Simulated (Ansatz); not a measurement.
GaSb in space group I-4m2 (No. 119; Ga on 2d, Sb on 2a) under volume change, DFT-LDA in the program Ansatz with PAW potentials, shape and atoms relaxed at each volume.

```csv
V (Å³/atom),E − E(relaxed) (meV/atom),P (GPa)
20.248,44.0,7.70
20.915,18.4,4.68
21.583,4.3,2.14
22.250,0.0,0.00
22.918,3.8,-1.78
23.585,14.4,-3.27
24.253,30.7,-4.52
```

Problem. What does a third-order Birch–Murnaghan fit give for V₀, B₀ and B′?

Solution. V₀ = 22.25 Å³/atom, B₀ = 64.8 GPa, B′ = 4.9.

The first step of the workflow began from a Materials Project structure, measured or hypothetical; the Crystallography Open Database copy checked does not list it. It is not the phase usual at ambient conditions (space group No. 216). Symmetry was held in the LDA relaxation; whether a distortion lowers the energy is not shown. Scalar-relativistic: spin–orbit coupling is off unless named, which matters more the heavier the elements.

Potentials: the later of the program's two PAW sets.
